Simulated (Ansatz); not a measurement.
Data:

Rb2ScAgF6:
```xyz
10
Lattice="0.0000 4.3007 4.3007 4.3007 0.0000 4.3007 4.3007 4.3007 0.0000" Properties=species:S:1:pos:R:3 pbc="T T T"
Rb     6.4511     6.4511     6.4511
Rb     2.1504     2.1504     2.1504
Sc     0.0000     0.0000     0.0000
Ag     4.3007     4.3007     4.3007
F      1.9791     4.3007     4.3007
F      6.6224     4.3007     4.3007
F      4.3007     1.9791     4.3007
F      4.3007     6.6224     4.3007
F      4.3007     4.3007     1.9791
F      4.3007     4.3007     6.6224
```

This is the LDA-relaxed structure.

All from plane-wave PAW LDA (Ansatz code), unless another level is named. Predict the band gap.

2.91 eV (indirect).

And the electron effective mass?

0.52 mₑ (isotropic).

Predict the weight of the valence-edge state by species (Voronoi cells).

Ag 75 %, F 24 %.

And the valence-band maximum?

at L.

Next, the weight of the conduction-edge state by species (Voronoi cells)?

F 60 %, Ag 20 %, Rb 18 %, Sc 3 %.

Space group Fm-3m. The first step of the workflow began from a Materials Project structure, measured or hypothetical; the Crystallography Open Database copy checked does not list it. Its standing as an ambient phase is unchecked. The LDA relaxation kept the symmetry of its start. At this level the phase is dynamically unstable (imaginary phonons). No spin polarisation was allowed. Scalar-relativistic: spin–orbit coupling is off unless named, which matters more the heavier the elements.

Potentials: the later of the program's two PAW sets.
